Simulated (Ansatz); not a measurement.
Simulated powder pattern, Cu Kα, λ = 1.54184 Å (kinematic, ideal powder, no thermal factors, no anomalous dispersion; the 30 strongest lines at most, above 1 %, up to 2θ = 90°):

```
2θ (°)  d (Å)  I/Imax (%)
------  -----  ----------
28.02   3.185         100
30.39   2.941          15
31.96   2.801          12
34.89   2.571         7.5
38.76   2.323         1.9
44.68   2.028          16
46.94   1.936          15
48.03   1.894          15
52.56   1.741          18
54.57   1.682          16
57.91   1.592          11
58.45   1.579          13
63.24   1.470         1.9
66.81   1.400         2.0
72.25   1.308         6.6
72.62   1.302         3.7
73.68   1.286         2.2
74.30   1.277         3.7
75.15   1.264         3.0
75.61   1.258         5.6
77.28   1.235         5.3
77.64   1.230         2.8
81.75   1.178         2.0
82.56   1.168         1.8
83.17   1.162         4.0
85.61   1.135         4.2
86.66   1.123         4.2
```

The pattern belongs to a structure relaxed with PBE+D3(BJ) in the plane-wave PAW code Ansatz.

### Question
Which compound is it?
A. Te2Mo, P6_3/mmc (Te on 4f, Mo on 2c)
B. SnTe2, R-3m (Sn on 3a, Te on 6c)
C. Te2Mo, P6_3/mmc (Te on 4f, Mo on 2d)
D. TeO2, Aea2 (Te on 4a, O on 8b)

### Answer
D, TeO2, Aea2 (Te on 4a, O on 8b)

### Question
Give the lattice parameters.

### Answer
a = 5.882 Å, b = 5.601 Å, c = 5.143 Å.

The start of the workflow was typed in or built on a structure type; neither database checked (COD, Materials Project) lists it. COD files the formula under space group No. 19, 61, 92, 136. Whether it is the stable phase at ambient conditions was not checked. Symmetry was held in the PBE+D3(BJ) relaxation; its stability against distortions is not shown here. The volume moved by -59 % from the start of the relaxation. Scalar-relativistic: spin–orbit coupling is off unless named, which matters more the heavier the elements.

Potentials: the later of the program's two PAW sets.
